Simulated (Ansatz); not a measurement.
LaSi₃Os:
```yaml
crystal:
  lattice:
    - [-2.14291, 2.14291, 4.99584]
    - [2.14291, -2.14291, 4.99584]
    - [2.14291, 2.14291, -4.99584]
  atoms:
    - { symbol: La, position: [0.99830, 0.99830, 0.00000] }
    - { symbol: Si, position: [0.41961, 0.41961, 0.00000] }
    - { symbol: Si, position: [0.26032, 0.76032, 0.50000] }
    - { symbol: Si, position: [0.76032, 0.26032, 0.50000] }
    - { symbol: Os, position: [0.65545, 0.65545, 0.00000] }
```

Relaxed with r²SCAN. Special points in fractions of this cell's reciprocal vectors: Γ (0.000, 0.000, 0.000); X (0.000, 0.000, 0.500); P (0.250, 0.250, 0.250); N (0.000, 0.500, 0.000); M (0.500, 0.500, -0.500); S (0.296, 0.704, -0.296); S0 (-0.296, 0.296, 0.296); R (-0.092, 0.092, 0.500); G (0.500, 0.500, -0.092).

Problem. List the band energies nearest the Fermi level at these points for r²SCAN (plane waves, PAW; program Ansatz).

Solution. In eV from the Fermi level; about four levels below and three above (degenerate sets whole), none deeper than 8.9 eV; points with the same levels are listed once.

```json
[
 {"k": "Γ", "below": "-2.19 -2.00 -0.74 -0.74", "above": "0.36 0.36 1.92"},
 {"k": "X", "below": "-2.27 -2.27 -1.33 -1.07", "above": "2.50 2.51 2.92"},
 {"k": "P", "below": "-2.02 -1.86 -1.86 -1.40", "above": "2.17 2.75 2.75"},
 {"k": "N", "below": "-2.11 -1.65 -1.07 -0.02", "above": "0.78 2.29 2.87"},
 {"k": "M", "below": "-2.07 -1.95 -1.95 -1.71", "above": "0.21 1.13 1.13"},
 {"k": "S", "below": "-2.83 -2.09 -1.86 -0.89", "above": "0.41 1.48 2.43"},
 {"k": "R", "below": "-2.01 -1.76 -1.20 -0.89", "above": "2.22 2.62 2.81"}
]
```

Space group I4mm. The first step of the workflow began from a Materials Project structure, measured or hypothetical; the Crystallography Open Database copy checked does not list it. Its standing as an ambient phase is unchecked. Symmetry was held in the r²SCAN relaxation; whether a distortion lowers the energy is not shown. The run is not spin-polarised. Scalar-relativistic: spin–orbit coupling is off unless named, which matters more the heavier the elements.

Potentials: the later of the program's two PAW sets.
